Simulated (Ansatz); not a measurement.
La$_{3}$In:
```xyz
4
Lattice="4.9667 0.0000 0.0000 0.0000 4.9667 0.0000 0.0000 0.0000 4.9667" Properties=species:S:1:pos:R:3 pbc="T T T"
La     2.4833     2.4833     0.0000
La     0.0000     2.4833     2.4833
La     2.4833     0.0000     2.4833
In     0.0000     0.0000     0.0000
```

Relaxed with PBEsol. Special points in fractions of this cell's reciprocal vectors: Γ (0.000, 0.000, 0.000); X (0.000, 0.500, 0.000); M (0.500, 0.500, 0.000); R (0.500, 0.500, 0.500).

Problem. List the band energies nearest the Fermi level at these points for DFT-PBEsol with spin–orbit coupling in the program Ansatz with PAW potentials.

Solution. In eV from the Fermi level; about four levels below and three above (degenerate sets whole), none deeper than 8.9 eV; points with the same levels are listed once.

```tsv
k	below	above
Γ	-0.91 -0.91 -0.91 -0.91 -0.91 -0.91	0.76 0.76 0.96 0.96 0.96 0.96
X	-0.64 -0.64 -0.60 -0.60	0.68 0.68 1.09 1.09
M	-0.04 -0.04 -0.01 -0.01	0.37 0.37 0.79 0.79
R	-1.08 -1.08 -1.08 -1.08 -1.06 -1.06	0.40 0.40 0.40 0.40 0.40 0.40
```

Space group Pm-3m (Cu3Au type). The first step of the workflow began from a Materials Project structure, measured or hypothetical; the Crystallography Open Database files this formula in space group No. 221, but the cells were not matched. Whether it is the stable phase at ambient conditions was not checked. The cell was relaxed with PBEsol under the symmetry of its start; of distortions, only those at the zone centre were tested.

Potentials: the later of the program's two PAW sets.
